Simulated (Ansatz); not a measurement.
Task: Each is relaxed and computed with the program Ansatz at the r²SCAN level (PAW). Which is the only metal?
(A) SrAs4Rh6, P-6m2 (Pearson symbol hP11)
(B) Sr2MgH6, P-3m1 (Sr on 2d, Mg on 1a, H on 6i)
(C) BAs, P6_222 (B on 3d, As on 3c)
(D) SrO, P6_3/mmc (Sr on 2d, O on 2c)

Result: A, SrAs4Rh6, P-6m2 (Pearson symbol hP11). SrAs4Rh6: metal; BAs: gap 0.67 eV (indirect); Sr2MgH6: gap 3.31 eV (indirect); SrO: gap 3.03 eV (direct). Typed or built starts, not in the databases checked: BAs, P6_222 (B on 3d, As on 3c). Not the usual ambient phase: BAs, P6_222 (B on 3d, As on 3c); SrO, P6_3/mmc (Sr on 2d, O on 2c). Standing as an ambient phase not checked: SrAs4Rh6, P-6m2 (Pearson symbol hP11); Sr2MgH6, P-3m1 (Sr on 2d, Mg on 1a, H on 6i). All cells were relaxed under the symmetry of their starts (and spin orders); stability against distortions was not tested throughout. Rows with no word on spin ran without spin polarisation. Spin–orbit coupling is left out wherever it is not named.

Potentials: the later of the program's two PAW sets.
